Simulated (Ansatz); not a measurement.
Y (hcp, Mg type), frozen-phonon scan

Relaxed Y (hcp, Mg type):

```yaml
crystal:
  lattice:
    - [3.65568, 0.00000, 0.00000]
    - [-1.82784, 3.16591, 0.00000]
    - [0.00000, 0.00000, 5.67880]
  atoms:
    - { symbol: Y, position: [0.33333, 0.66667, 0.75000] }
    - { symbol: Y, position: [0.66667, 0.33333, 0.25000] }
```

The atoms are displaced by Q × the pattern below (from a DFPT mode at Γ, largest move 1; Q in Å), at fixed cell. It is one choice among 2 degenerate patterns.

| atom | x | y | z |
|---|---|---|---|
| Y1 | 0.000 | 1.000 | 0.000 |
| Y2 | 0.000 | -1.000 | 0.000 |

These are PBE (plane waves to 420 eV, PAW, scalar-relativistic; Ansatz, a program for electronic structure) values and carry that method's errors. k mesh 15×15×8 (Γ-centred), Fermi-Dirac smearing 0.05 eV. E stands for the smeared free energy. With partly filled bands, energies and forces of such displacements shift with the k mesh and the smearing. The PAW data are Ansatz's earlier set. Y is run without spin polarisation. Y was relaxed with its symmetry unable to fall. The zero of ΔE is the undisplaced structure.

```csv
Q (Å),ΔE (eV/cell),−dE/dQ from forces (eV/Å)
-0.180,0.071,0.720
-0.150,0.051,0.632
-0.120,0.034,0.528
-0.090,0.019,0.413
-0.060,0.009,0.288
-0.030,0.002,0.151
0.000,0.000,0.000
0.030,0.002,-0.162
0.060,0.010,-0.324
0.090,0.022,-0.480
0.120,0.039,-0.634
0.150,0.060,-0.790
0.180,0.086,-0.943
```

What the scan shows:

The energy at Q = 0.180 Å is 86 meV/cell. Space group of the distorted cell: Cmcm (No. 63), lowered from P6_3/mmc. Symmetry of the curve: not even: the positive side lies higher at ±0.180 Å. Shape of the curve: a single well with its minimum at or next to zero displacement. Harmonic wavenumber from the curvature (finite differences): 90 cm⁻¹. Wavenumber by perturbation theory (DFPT, on another k mesh): 91 cm⁻¹.

(A displaced cell: forces are minus the slopes of the energy, force constants its curvatures, and phonons follow from these.)
